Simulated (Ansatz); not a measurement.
The relaxed structure here is a generated cell of Sb: the first start was made by a random draw of sites in a space group, and the end was not matched to a known phase here, so it may be hypothetical. Known forms of Sb include space group No. 166.

A relaxed cell of Sb (P-6m2 (No. 187)), relaxed on a k-mesh at least as fine as the one used below. All values below come from PBE (plane waves to 420 eV, PAW, scalar-relativistic; Ansatz, a first-principles code). Γ-centred k-mesh 5×9×5 on the run's cell (coarser than for final values), Fermi–Dirac smearing 0.05 eV.

```xyz
6
Lattice="8.4252 0.0000 0.0000 -2.1063 3.6482 0.0000 0.0000 0.0000 6.6929" Properties=species:S:1:pos:R:3 pbc="T T T"
Sb     0.0000     2.4321     3.3465
Sb     4.2126     2.4321     3.3465
Sb     2.1063     1.2161     1.4367
Sb     6.3189     1.2161     1.4367
Sb     2.1063     1.2161     5.2563
Sb     6.3189     1.2161     5.2563
```

Every atom was then displaced, and the forces became (eV/Å):

```csv
atom,Fx,Fy,Fz
Sb1,0.57,-0.06,0.05
Sb2,0.02,0.19,-0.34
Sb3,0.04,0.41,-0.67
Sb4,-0.17,-0.15,-0.61
Sb5,-0.24,-0.17,0.32
Sb6,-0.22,-0.22,1.26
```

**Question.** Which atom was moved farthest relative to the others, and in which direction?

**Answer.** Sb6, by (0.09, 0.09, -0.20) Å (0.24 Å, mean shift removed); the next is Sb3 with 0.14 Å. Its force makes an angle of 161° with its move.

All displacements (Å):

```
atom      ux      uy      uz
----  ------  ------  ------
Sb1   -0.097   0.024  -0.100
Sb2   -0.077  -0.006   0.083
Sb3   -0.041  -0.079   0.062
Sb4   -0.042   0.061  -0.006
Sb5   -0.024   0.053   0.034
Sb6    0.050   0.121  -0.225
```

**Question.** Estimate the energy cost of the displacement in the harmonic approximation and compare with the calculation.

**Answer.** For a harmonic well ΔE = −½ Σ F·u = 0.240 eV a cell, or 40 meV/atom. The calculated energy relative to the undisplaced cell is +0.03 eV/atom, so the harmonic estimate holds well.

The undisplaced cell is probably no minimum: from this displacement the run went on to Cm (No. 8), 0.19 eV/atom below it.

No spin polarisation in the result. The relaxed primitive cell holds an odd number of electrons. A magnetic state may lie lower.
